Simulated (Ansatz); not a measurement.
## CsCdCl3: the gap against volume

CsCdCl3, Pm-3m, a = 5.112 Å. The structure is a COD entry; whether it is the stable form wasn't checked. Ansatz: LDA, PAW, 420 eV, Γ-centred 6×6×6 mesh on 5 atoms, Gaussian smearing 0.02 eV; no spin polarisation. Symmetry fixes shape and atoms, so the cell is only scaled; x = ln(V/V0) with V0 = 26.721 Å³/atom. The gap is read at the mesh points alone.

| x | gap y (eV) |
| --- | --- |
| -0.1278 | 1.749 |
| -0.0943 | 1.714 |
| -0.0619 | 1.675 |
| -0.0305 | 1.634 |
| 0.0000 | 1.590 |
| 0.0296 | 1.545 |
| 0.0583 | 1.499 |
| 0.0953 | ? |

Fit a straight line to the other rows, give the volume deformation potential of the gap and its pressure coefficient, and predict the missing gap. B0 = 42.7 GPa.

Means x = -0.03237, y = 1.6294; Σ(Δx)² = 0.02693, ΣΔxΔy = -0.03632; the slope is their ratio. y = 1.5858 − 1.3488 x. The slope is the deformation potential a = dE_g/d ln V = -1.35 eV, and dE_g/dP = −a/B0 = 31.6 meV/GPa. With a term in x² added, the coefficient of x becomes -1.473, 9 % more, which shows how far this figure hangs on the form. At x = 0.0953 the fit asked for gives 1.457 eV. The run gave 1.437 eV, so the fit is 0.020 eV too high, 6.4 % of the span of the series, against an rms of 0.006 eV on the fitted rows. The row lies outside the fitted range. With a term in x² added, a fit to the same known rows predicts 1.434 eV, so most of the miss is curvature that the known rows already hold.

Spin-orbit coupling is left out, which matters for the bands of heavy elements. Semilocal functionals give gaps under the measured ones; changes of the gap mostly carry over better.

Symmetry holds off the tilts and polar distortions that many cubic perovskites undergo.